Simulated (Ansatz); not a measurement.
CuAsSe:
```cif
data_As4Cu4Se4
_chemical_formula_sum 'Cu4 As4 Se4'
_space_group_name_H-M_alt 'P 1'
_space_group_IT_number 1
_cell_length_a 11.74899
_cell_length_b 3.92358
_cell_length_c 5.57737
_cell_angle_alpha 90.000
_cell_angle_beta 90.000
_cell_angle_gamma 90.000
loop_
_space_group_symop_operation_xyz
  'x, y, z'
loop_
_atom_site_label
_atom_site_type_symbol
_atom_site_fract_x
_atom_site_fract_y
_atom_site_fract_z
_atom_site_occupancy
Cu1 Cu 0.83179 0.25000 0.08730 1
Cu2 Cu 0.16821 0.75000 0.91270 1
Cu3 Cu 0.66821 0.75000 0.58730 1
Cu4 Cu 0.33179 0.25000 0.41270 1
As1 As 0.98448 0.25000 0.35925 1
As2 As 0.01552 0.75000 0.64075 1
As3 As 0.51552 0.75000 0.85925 1
As4 As 0.48448 0.25000 0.14075 1
Se1 Se 0.66714 0.25000 0.34137 1
Se2 Se 0.33286 0.75000 0.65863 1
Se3 Se 0.83286 0.75000 0.84137 1
Se4 Se 0.16714 0.25000 0.15863 1
```

Relaxed with r²SCAN.

Problem. Which orbitals make up the states near the Fermi level in the program Ansatz at the r²SCAN level (PAW)?

Solution. Within 0.5 eV of the Fermi level: As 4p 37 %, Se 4p 28 %, Cu 3d 22 %. Projections are on Löwdin-orthogonalised atomic valence shells; empty p or d shells of many metals are not among them.

Problem. Tabulate the density of states.

Solution. States/eV per cell of 12 atoms, in 0.25 eV bins, energy from the Fermi level.

```
E (eV)  total  Cu 3d  Se 4p  As 4p
------  -----  -----  -----  -----
-7.85    0.00   0.00   0.00   0.00
-7.60    0.00   0.00   0.00   0.00
-7.35    0.00   0.00   0.00   0.00
-7.10    0.00   0.00   0.00   0.00
-6.85    0.00   0.00   0.00   0.00
-6.60    2.16   0.06   0.89   0.90
-6.35    6.76   0.24   2.81   2.74
-6.10    7.06   0.40   3.21   2.56
-5.85    7.45   0.56   3.37   2.64
-5.60    7.71   0.76   3.38   2.76
-5.35    8.10   0.94   3.71   2.56
-5.10    9.50   1.48   4.02   3.20
-4.85   10.66   2.15   4.71   3.13
-4.60   17.43   4.78   8.08   3.77
-4.35   19.21   7.52   9.02   2.08
-4.10    9.79   3.94   3.87   1.65
-3.85   18.45   9.72   3.74   4.45
-3.60    2.72   1.33   0.35   1.00
-3.35    0.99   0.42   0.10   0.47
-3.10    1.31   1.21   0.01   0.06
-2.85   47.25  44.90   0.48   1.24
-2.60   27.31  24.85   0.74   1.02
-2.35   16.51  13.25   1.17   1.18
-2.10   14.08  10.17   1.70   1.26
-1.85   12.32   7.89   2.31   1.27
-1.60   10.94   5.99   2.97   1.19
-1.35   10.99   5.30   3.74   1.23
-1.10    7.38   3.22   2.57   1.06
-0.85    5.46   2.14   1.93   0.94
-0.60    3.36   1.18   1.23   0.67
-0.35    2.11   0.70   0.83   0.43
-0.10    1.06   0.29   0.38   0.30
0.15     1.25   0.12   0.21   0.70
0.40     1.47   0.12   0.22   0.86
0.65     1.54   0.09   0.30   0.83
0.90     3.37   0.19   0.87   1.60
1.15     6.14   0.35   1.87   2.71
1.40     8.36   0.40   2.21   4.03
1.65     7.35   0.32   1.33   4.10
1.90     6.61   0.26   1.15   3.81
2.15     8.08   0.29   1.26   5.01
2.40     7.87   0.25   1.35   4.96
2.65     6.09   0.19   1.25   3.72
2.90     3.39   0.07   0.86   1.88
3.15     1.47   0.02   0.37   0.78
3.40     0.61   0.01   0.15   0.32
3.65     0.73   0.01   0.13   0.16
3.90     1.55   0.02   0.17   0.13
4.15     2.25   0.02   0.24   0.15
4.40     4.82   0.03   0.45   0.34
4.65     7.17   0.05   0.71   0.62
```

Space group Pnma. The workflow started from a Materials Project entry (that database holds measured and hypothetical structures alike); the Crystallography Open Database copy checked does not list it. COD files the formula under space group No. 60. Its standing as an ambient phase is unchecked. The r²SCAN relaxation kept the symmetry of its start; its stability against distortions is not shown here. The run is not spin-polarised. Scalar-relativistic: spin–orbit coupling is off unless named, which matters more the heavier the elements.

Potentials: the later of the program's two PAW sets.
